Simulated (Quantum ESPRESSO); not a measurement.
# Band energies of NH4F

```
CELL_PARAMETERS angstrom
      4.40767     0.00000     0.00000
     -2.20383     3.81715     0.00000
      0.00000     0.00000     7.13632
ATOMIC_POSITIONS crystal
  H  0.53787 0.07575 0.92307
  H  0.46213 0.53787 0.42307
  H  0.92425 0.46213 0.92307
  H  0.46213 0.92425 0.42307
  H  0.53787 0.46213 0.92307
  H  0.07575 0.53787 0.42307
  H  0.33333 0.66667 0.22863
  H  0.66667 0.33333 0.72863
  N  0.33333 0.66667 0.37471
  N  0.66667 0.33333 0.87471
  F  0.33333 0.66667 0.99764
  F  0.66667 0.33333 0.49764
```

LDA (pw.x of Quantum ESPRESSO, ONCV potentials, scalar-relativistic); path ΓMKΓALHA,LM,KH; energies in eV from the valence-band maximum.

| k (1/Å) | point | band 12 | band 13 | band 14 | band 15 | band 16 | band 17 | band 18 | band 19 |
|---|---|---|---|---|---|---|---|---|---|
| 0.00 | Γ | -0.49 | -0.49 | -0.47 | -0.28 | -0.28 | 5.94 | 8.62 | 9.32 |
| 0.21 |  | -0.53 | -0.46 | -0.44 | -0.25 | -0.20 | 6.18 | 8.69 | 9.47 |
| 0.41 |  | -0.61 | -0.38 | -0.37 | -0.17 | -0.10 | 6.83 | 8.85 | 9.93 |
| 0.82 | M | -0.67 | -0.28 | -0.27 | -0.07 | -0.03 | 8.41 | 8.83 | 9.41 |
| 1.06 |  | -0.73 | -0.26 | -0.23 | -0.08 | -0.02 | 8.41 | 9.03 | 9.63 |
| 1.30 | K | -0.82 | -0.24 | -0.15 | -0.15 | 0.00 | 8.45 | 9.51 | 9.51 |
| 1.68 |  | -0.69 | -0.31 | -0.31 | -0.09 | -0.08 | 7.48 | 9.06 | 9.85 |
| 1.87 |  | -0.61 | -0.39 | -0.39 | -0.18 | -0.12 | 6.72 | 8.82 | 9.86 |
| 2.06 |  | -0.52 | -0.46 | -0.45 | -0.25 | -0.21 | 6.15 | 8.68 | 9.45 |
| 2.25 | Γ | -0.49 | -0.49 | -0.47 | -0.28 | -0.28 | 5.94 | 8.62 | 9.32 |
| 2.47 |  | -0.51 | -0.46 | -0.46 | -0.31 | -0.31 | 6.22 | 7.87 | 10.16 |
| 2.69 | A | -0.57 | -0.38 | -0.38 | -0.38 | -0.38 | 6.94 | 6.94 | 11.35 |
| 2.85 |  | -0.62 | -0.36 | -0.36 | -0.34 | -0.34 | 7.07 | 7.07 | 11.34 |
| 3.18 |  | -0.76 | -0.24 | -0.24 | -0.21 | -0.21 | 7.91 | 7.91 | 10.65 |
| 3.35 |  | -0.79 | -0.19 | -0.19 | -0.17 | -0.17 | 8.44 | 8.44 | 10.04 |
| 3.51 | L | -0.80 | -0.17 | -0.17 | -0.16 | -0.16 | 8.75 | 8.75 | 9.72 |
| 3.67 |  | -0.80 | -0.18 | -0.18 | -0.14 | -0.14 | 8.78 | 8.78 | 9.77 |
| 3.83 |  | -0.80 | -0.18 | -0.18 | -0.12 | -0.12 | 8.86 | 8.86 | 9.88 |
| 3.99 | H | -0.81 | -0.18 | -0.18 | -0.12 | -0.12 | 8.92 | 8.92 | 9.94 |
| 4.30 |  | -0.79 | -0.21 | -0.21 | -0.16 | -0.16 | 8.37 | 8.37 | 10.31 |
| 4.46 |  | -0.76 | -0.25 | -0.25 | -0.21 | -0.21 | 7.85 | 7.85 | 10.85 |
| 4.62 |  | -0.69 | -0.31 | -0.31 | -0.27 | -0.27 | 7.39 | 7.39 | 11.27 |
| 4.94 | A | -0.57 | -0.38 | -0.38 | -0.38 | -0.38 | 6.94 | 6.94 | 11.35 |
| 4.94 | L | -0.80 | -0.17 | -0.17 | -0.16 | -0.16 | 8.75 | 8.75 | 9.72 |
| 5.08 |  | -0.74 | -0.23 | -0.22 | -0.12 | -0.09 | 8.57 | 8.93 | 9.40 |
| 5.38 | M | -0.67 | -0.28 | -0.27 | -0.07 | -0.03 | 8.41 | 8.83 | 9.41 |
| 5.38 | K | -0.82 | -0.24 | -0.15 | -0.15 | 0.00 | 8.45 | 9.51 | 9.51 |
| 5.82 | H | -0.81 | -0.18 | -0.18 | -0.12 | -0.12 | 8.92 | 8.92 | 9.94 |

The LDA gap is indirect, 5.94 eV, from K to Γ; the smallest direct gap is 6.22 eV.

Geometry of the Materials Project entry, not relaxed at this level.

The distance between layers or molecules is the database entry's, not relaxed here. Functionals without dispersion can leave it too large, which widens gaps and weakens the response across layers: the numbers belong to this cell.
